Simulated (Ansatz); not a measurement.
A geometry of O2 away from equilibrium: step 2 of the relaxation of a generated trial cell of O2 in the AFLOW prototype A_mC4_12_i. The numbers are results of PBEsol (plane waves to 420 eV, PAW, scalar-relativistic; Ansatz, a quantum-chemistry and plane-wave program), not measurements. Γ-centred k-mesh 8×8×6 on the run's cell (coarser than for final values), Fermi–Dirac smearing 0.05 eV. The plane waves were selected for a different cell earlier on the path.

```yaml
crystal:
  lattice:
    - [2.77005, -1.74607, 0.00222]
    - [2.77005, 1.74607, 0.00222]
    - [-2.03070, 0.00000, 3.81612]
  atoms:
    - { symbol: O, position: [0.93280, 0.93280, 0.83803] }
    - { symbol: O, position: [0.06720, 0.06720, 0.16197] }
```
Spin-polarised start, with parallel moments on O.

**Question.** Give the Cartesian forces on all atoms (eV/Å).

**Answer.** 
```tsv
atom	Fx	Fy	Fz
O1	0.13	0.00	1.92
O2	-0.13	0.00	-1.92
```

The path ends in C2/m (No. 12) (AFLOW prototype A_mC4_12_i (as in O2)). Spin state reached: ferromagnetic (net 1.00 μB/atom), from parallel starting moments; other spin orders were not run from this start. One molecule in the cell forces parallel spins. Without a van der Waals term the distances between weakly bound units are poorly fixed.

The run could not lose the symmetry of its start.
